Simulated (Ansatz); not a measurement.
## YSi$_{2}$Rh$_{2}$: pressure against volume

A database entry relaxed whole under r2SCAN (I4/mmm):

```
CELL_PARAMETERS angstrom
-2.02169 2.02169 4.97455
2.02169 -2.02169 4.97455
2.02169 2.02169 -4.97455
ATOMIC_POSITIONS crystal
Y 0.00000 0.00000 0.00000
Si 0.37736 0.37736 0.00000
Si 0.62264 0.62264 0.00000
Rh 0.75000 0.25000 0.50000
Rh 0.25000 0.75000 0.50000
```

The cell was scaled uniformly, its shape held, and the atoms relaxed at each volume with plane-wave PAW DFT (Ansatz 0.2.0; r2SCAN, 500 eV, 11×11×11 Γ-centred mesh, fermi-dirac occupations of width 0.100 eV; no spin, no spin-orbit coupling). One row is withheld.

| volume (Å³/atom) | energy over the lowest (meV/atom) | pressure (GPa) |
| --- | --- | --- |
| 15.290 | 32.6 | 11.67 |
| 15.615 | ? | ? |
| 15.940 | 3.1 | 3.42 |
| 16.266 | 0.0 | -0.04 |
| 16.591 | 3.5 | -3.13 |
| 16.916 | 13.0 | -5.88 |
| 17.242 | 27.7 | -8.31 |

**Question.** Fit the pressures of the other rows to the third-order Birch-Murnaghan form.

**Answer.** With f = [(V₀/V)^(2/3) − 1]/2 and P = 3B₀f(1 + 2f)^(5/2)[1 + 3(B₀′ − 4)f/2], least squares gives V₀ = 16.26 Å³ an atom, B₀ = 163 GPa and B₀′ = 4.8; the rows miss the fit by less than 0.01 GPa. The slope of the energies differs from these pressures by 0.13 GPa, since they are taken to zero smearing while pressures follow the free energy.

**Question.** What does the withheld row hold?

**Answer.** The fit gives 7.30 GPa at 15.615 Å³; the run gave 7.31 GPa and 13.7 meV an atom.

Caveats: the shape of the cell was held, so B₀ is an upper bound where the axes differ in stiffness; 0 K, fixed nuclei; the symmetry was kept, and this need not be the phase that is stable at 0 K; one mesh for all volumes; pressure is positive in compression.
